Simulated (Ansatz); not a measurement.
Relaxed-ion elastic tensor of SrO (rock salt, space group No. 225) in GPa (Voigt order), the program Ansatz at the r²SCAN level (PAW); density 5.01 g/cm³, 17.18 Å³ per atom.

|  | 1 | 2 | 3 | 4 | 5 | 6 |
|---|---|---|---|---|---|---|
| 1 | 183 | 48.8 | 48.8 | 0.0 | 0.0 | 0.0 |
| 2 | 48.8 | 183 | 48.8 | 0.0 | 0.0 | 0.0 |
| 3 | 48.8 | 48.8 | 183 | 0.0 | 0.0 | 0.0 |
| 4 | 0.0 | 0.0 | 0.0 | 55.4 | 0.0 | 0.0 |
| 5 | 0.0 | 0.0 | 0.0 | 0.0 | 55.4 | 0.0 |
| 6 | 0.0 | 0.0 | 0.0 | 0.0 | 0.0 | 55.4 |

**Question.** Is the crystal mechanically stable?

**Answer.** Yes: the smallest eigenvalue of C is 55.4 GPa.

**Question.** Work out the Voigt, Reuss and Hill averages.

**Answer.** K_V = 93.6, K_R = 93.6, K_H = 93.6; G_V = 60.2, G_R = 59.6, G_H = 59.9 GPa.

**Question.** Give Young's modulus, Poisson's ratio, Pugh's ratio and the universal anisotropy index.

**Answer.** E = 9KG/(3K + G) = 148 GPa; ν = 0.24; K/G = 1.56 (brittle by the Pugh limit of 1.75); A_U = 5G_V/G_R + K_V/K_R − 6 = 0.04.

**Question.** Estimate the sound speeds and the Debye temperature.

**Answer.** v_l = √((K + 4G/3)/ρ) = 5890 m/s, v_t = √(G/ρ) = 3460 m/s, mean 3830 m/s; Θ = (h/k)(3n/4πV)^(1/3) v_m = 442 K.

**Question.** Give the Zener ratio and Young's modulus along [100], [110] and [111].

**Answer.** A = 2C44/(C11 − C12) = 0.82; 1/E = S11 − 2(S11 − S12 − S44/2)Γ with Γ = 0, 1/4, 1/3 gives 163, 144, 139 GPa.

**Question.** Solve the Christoffel equation for the three sound speeds along [100], [110], [111].

**Answer.** Eigenvalues of C_ijkl n_j n_l equal ρv². In km/s, slowest first: [100] 3.33, 3.33, 6.05; [110] 3.33, 3.66, 5.85; [111] 3.56, 3.56, 5.78.

Space group Fm-3m (rock salt). The cell was relaxed with r²SCAN under the symmetry of its start; phonons on a q-mesh show no instability.

Potentials: the earlier of the program's two PAW sets.
